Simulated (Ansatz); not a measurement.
ZnS:
```yaml
crystal:
  lattice:
    - [0.00000, 2.72170, 2.72170]
    - [2.72170, 0.00000, 2.72170]
    - [2.72170, 2.72170, 0.00000]
  atoms:
    - { symbol: S, position: [0.75000, 0.75000, 0.75000] }
    - { symbol: Zn, position: [0.00000, 0.00000, 0.00000] }
```

Relaxed with PBE.

Q: Give the Bader charges and basin volumes of the independent atoms, PBE (plane waves, PAW; program Ansatz).

A: 

```
atom  Bader charge (e)  Bader volume (Å³)
----  ----------------  -----------------
S1               -0.89               26.3
Zn2              +0.89               14.0
```

Space group F-43m (zinc blende). The cell was relaxed with PBE under the symmetry of its start.

Potentials: the later of the program's two PAW sets.
